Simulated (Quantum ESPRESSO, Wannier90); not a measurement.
BeTe (zinc blende): Wannier90 run

```yaml
crystal:
  lattice:
    - [0.00000, 2.83146, 2.83146]
    - [2.83146, 0.00000, 2.83146]
    - [2.83146, 2.83146, 0.00000]
  atoms:
    - { symbol: Be, position: [0.00000, 0.00000, 0.00000] }
    - { symbol: Te, position: [0.25000, 0.25000, 0.25000] }
```

Materials Project entry mp-252; symmetrised, unrelaxed at this level. COD (Crystallography Open Database) has an entry of this formula and space group (matched by these alone). Level: PBEsol, spinors with spin-orbit coupling; pw.x of Quantum ESPRESSO at 71 Ry with PseudoDojo potentials, 8×8×8 k-points, Wannier90. Density: 10×10×10 mesh, cold smearing 0.01 Ry.

Valence charges of the files: Be 4, Te 16. 42 bands were computed.

Isolated groups of bands, relative to the valence-band maximum (bands from 21 on overlap up to the last one computed):

```json
[
 {"bands": "1–2", "from (eV)": "-99.85", "to (eV)": "-99.85", "filling": "filled", "weight on atomic waves": "Be 1s 100 %"},
 {"bands": "3–6", "from (eV)": "-37.31", "to (eV)": "-37.31", "filling": "filled", "weight on atomic waves": "Te 4d 100 %"},
 {"bands": "7–12", "from (eV)": "-35.85", "to (eV)": "-35.84", "filling": "filled", "weight on atomic waves": "Te 4d 100 %"},
 {"bands": "13–14", "from (eV)": "-12.51", "to (eV)": "-10.70", "filling": "filled", "weight on atomic waves": "Te 5s 85 %, Be 2s 12 %"},
 {"bands": "15–20", "from (eV)": "-5.78", "to (eV)": "0.00", "filling": "filled", "weight on atomic waves": "Te 5p 83 %, Be 2s 8 %"}
]
```

Wanted is a model with the orbitals Be s p, Te s p, without the filled groups that are mainly made of other shells (semicore states, and anion s where it isn't named); all higher bands stay in for disentanglement.

### Question
Give num_wann, exclude_bands and num_bands, and the number of electrons that the model holds.

### Answer
Electrons: 1×4 + 1×16 = 20, which fill 20 bands.
num_wann = 2 × (1×4 + 1×4) = 16.
exclude_bands = 1-12, 12 bands, so num_bands = 42 − 12 = 30.
The model holds 20 − 1×12 = 8 electrons. With the window frozen to 3.11 eV it follows pw.x to 14 meV rms (states up to 2.6 eV relative to the valence-band maximum).
